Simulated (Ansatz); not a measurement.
This Mg2Zn3O5 structure is the end of a relaxation. The cell was found from a structure generator's guess, not taken from experiment.

All numbers below come from DFT PBE, scalar-relativistic, plane waves, PAW (Ansatz 0.2.0). Cutoff 420 eV, Γ-centred mesh, Gaussian smearing, no spin polarisation.

```cif
data_structure
_symmetry_space_group_name_H-M 'P 1'
_symmetry_Int_Tables_number 1
_cell_length_a 12.4980
_cell_length_b 12.4980
_cell_length_c 12.4980
_cell_angle_alpha 13.995
_cell_angle_beta 13.995
_cell_angle_gamma 13.995
_cell_volume 99.37
loop_
_atom_site_label
_atom_site_type_symbol
_atom_site_fract_x
_atom_site_fract_y
_atom_site_fract_z
_atom_site_occupancy
Mg1 Mg 0.89976 0.89976 0.89976 1
Mg2 Mg 0.10024 0.10024 0.10024 1
Zn1 Zn 0.29952 0.29952 0.29952 1
Zn2 Zn 0.50000 0.50000 0.50000 1
Zn3 Zn 0.70048 0.70048 0.70048 1
O1 O 0.59860 0.59860 0.59860 1
O2 O 0.20090 0.20090 0.20090 1
O3 O 0.79910 0.79910 0.79910 1
O4 O 0.40140 0.40140 0.40140 1
O5 O 0.00000 0.00000 0.00000 1
```

The zero of energy is the elements' standard structures at the same level (O₂ as a molecule); no fitted shifts are applied.

(1) Find its symmetry and describe it.

(2) What is its formation energy per atom?

(3) Is it a metal?

Results:

(1) R-3m (No. 166), with Mg and Zn ordered on rock salt sites. Conventional cell: a = 3.045 Å, c = 37.121 Å. Mg is surrounded by 6 O at 2.13 Å; Zn on a site of symmetry 3m is surrounded by 6 O at 2.16–2.17 Å; around Zn on a site of symmetry -3m lie 6 O at 2.17 Å; around O on a site of symmetry 3m lie 3 Mg at 2.13 Å and 3 Zn at 2.17 Å; 2 more sites not described.

(2) −1.839 eV/atom. A negative formation energy is needed for stability but isn't enough: competing phases decide.

(3) No, the gap on the 12×12×12 mesh is 1.93 eV.

The last run used a 12×12×12 mesh for its 10-atom cell and Gaussian smearing of 0.02 eV. Kohn–Sham gaps at this level usually fall short of measured ones. A later test with randomly moved atoms came back to the same energy, though modes that don't fit the test's cell weren't probed.
